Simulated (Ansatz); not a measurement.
Relaxed-ion elastic tensor of Si₃N₄ in space group Fd-3m (No. 227; Si on 16c, Si on 8b, N on 32e) in GPa (Voigt order), the program Ansatz at the PBEsol level (PAW); density 4.01 g/cm³, 8.29 Å³ per atom.

|  | 1 | 2 | 3 | 4 | 5 | 6 |
|---|---|---|---|---|---|---|
| 1 | 536 | 195 | 195 | 0.0 | 0.0 | 0.0 |
| 2 | 195 | 536 | 195 | 0.0 | 0.0 | 0.0 |
| 3 | 195 | 195 | 536 | 0.0 | 0.0 | 0.0 |
| 4 | 0.0 | 0.0 | 0.0 | 332 | 0.0 | 0.0 |
| 5 | 0.0 | 0.0 | 0.0 | 0.0 | 332 | 0.0 |
| 6 | 0.0 | 0.0 | 0.0 | 0.0 | 0.0 | 332 |

Question: Is the crystal mechanically stable?

Answer: Yes: the smallest eigenvalue of C is 332 GPa.

Question: Work out the Voigt, Reuss and Hill averages.

Answer: K_V = 308, K_R = 308, K_H = 308; G_V = 267, G_R = 241, G_H = 254 GPa.

Question: Give Young's modulus, Poisson's ratio, Pugh's ratio and the universal anisotropy index.

Answer: E = 9KG/(3K + G) = 597 GPa; ν = 0.18; K/G = 1.22 (brittle by the Pugh limit of 1.75); A_U = 5G_V/G_R + K_V/K_R − 6 = 0.55.

Question: Estimate the sound speeds and the Debye temperature.

Answer: v_l = √((K + 4G/3)/ρ) = 12700 m/s, v_t = √(G/ρ) = 7950 m/s, mean 8760 m/s; Θ = (h/k)(3n/4πV)^(1/3) v_m = 1290 K.

Question: Give the Zener ratio and Young's modulus along [100], [110] and [111].

Answer: A = 2C44/(C11 − C12) = 1.95; 1/E = S11 − 2(S11 − S12 − S44/2)Γ with Γ = 0, 1/4, 1/3 gives 432, 624, 732 GPa.

Question: Solve the Christoffel equation for the three sound speeds along [100], [110], [111].

Answer: Eigenvalues of C_ijkl n_j n_l equal ρv². In km/s, slowest first: [100] 9.09, 9.09, 11.55; [110] 6.51, 9.09, 13.18; [111] 7.47, 7.47, 13.67.

The cell was relaxed with PBEsol under the symmetry of its start.

Potentials: the earlier of the program's two PAW sets. The files were generated under PBE; for other functionals the program regenerates the frozen cores, and for LDA and PBEsol the local potential too.
